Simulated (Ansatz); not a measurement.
Relaxed-ion elastic tensor of SrO (NiAs type, P6_3/mmc) in GPa (Voigt order), plane-wave PAW r²SCAN (Ansatz code); density 5.09 g/cm³, 16.91 Å³ per atom.

```
 156  68.1  32.3   0.0   0.0   0.0
68.1   156  32.3   0.0   0.0   0.0
32.3  32.3   239   0.0   0.0   0.0
 0.0   0.0   0.0  38.0   0.0   0.0
 0.0   0.0   0.0   0.0  38.0   0.0
 0.0   0.0   0.0   0.0   0.0  43.7
```

Is the crystal mechanically stable?

Yes: the smallest eigenvalue of C is 38.0 GPa.

Work out the Voigt, Reuss and Hill averages.

K_V = 90.6, K_R = 89.7, K_H = 90.1; G_V = 51.7, G_R = 45.9, G_H = 48.8 GPa.

Give Young's modulus, Poisson's ratio, Pugh's ratio and the universal anisotropy index.

E = 9KG/(3K + G) = 124 GPa; ν = 0.27; K/G = 1.85 (near the Pugh limit of 1.75, no verdict); A_U = 5G_V/G_R + K_V/K_R − 6 = 0.65.

Estimate the sound speeds and the Debye temperature.

v_l = √((K + 4G/3)/ρ) = 5520 m/s, v_t = √(G/ρ) = 3100 m/s, mean 3450 m/s; Θ = (h/k)(3n/4πV)^(1/3) v_m = 400 K.

Solve the Christoffel equation for the three sound speeds along x, y, z.

Eigenvalues of C_ijkl n_j n_l equal ρv². In km/s, slowest first: x 2.73, 2.93, 5.53; y 2.73, 2.93, 5.53; z 2.73, 2.73, 6.85.

How much does each axis shrink under pressure?

Linear compressibilities β_i = Σ_j S_ij (j = 1 to 3): x 4.0, y 4.0, z 3.1 per TPa.

The first step of the workflow began from a Materials Project structure, measured or hypothetical; the Crystallography Open Database copy checked does not list it. It is not the phase usual at ambient conditions (space group No. 225). Symmetry was held in the r²SCAN relaxation; whether a distortion lowers the energy is not shown.

Potentials: the later of the program's two PAW sets.
